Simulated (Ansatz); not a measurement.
Kick test of a cell of Ti5Si

It was relaxed at this level from a Materials Project cell.

Method: DFT PBE, scalar-relativistic, plane waves, PAW (Ansatz 0.2.0). Plane waves to 420 eV, a k mesh through Γ of 12×12×12 on the computed 6-atom cell and Gaussian smearing (0.10 eV); no spin polarisation.

The cell below (6 atoms, space group R32 (No. 155)) is relaxed within its symmetry.

```cif
data_structure
_symmetry_space_group_name_H-M 'P 1'
_symmetry_Int_Tables_number 1
_cell_length_a 5.3099
_cell_length_b 5.3099
_cell_length_c 5.3099
_cell_angle_alpha 56.769
_cell_angle_beta 56.769
_cell_angle_gamma 56.769
_cell_volume 97.97
loop_
_atom_site_label
_atom_site_type_symbol
_atom_site_fract_x
_atom_site_fract_y
_atom_site_fract_z
_atom_site_occupancy
Ti1 Ti 0.15136 0.15136 0.15136 1
Ti2 Ti 0.60456 0.39544 0.00000 1
Ti3 Ti 0.00000 0.60456 0.39544 1
Ti4 Ti 0.84864 0.84864 0.84864 1
Ti5 Ti 0.39544 0.00000 0.60456 1
Si1 Si 0.50000 0.50000 0.50000 1
```

For the test a repeat of it with 12 atoms (edges 5.05, 5.31, 8.74 Å) was strained at random (σ = 1.5 % a component), the atoms were moved at random (σ = 0.15 Å), and all was relaxed again on a coarse 6×6×4 mesh (in the run’s order of axes) with 0.20 eV smearing, with no symmetry imposed.

Problem. Is the structure stable against such a distortion?

Solution. It returns, within 1 meV/atom of the unmoved cell on that mesh and with the same symmetry when read at 0.1 Å (C2 at 0.01 Å, so small strains and shifts remain). No instability shows in this cell; modes of other wave vectors, which need another repeat, aren't tested.
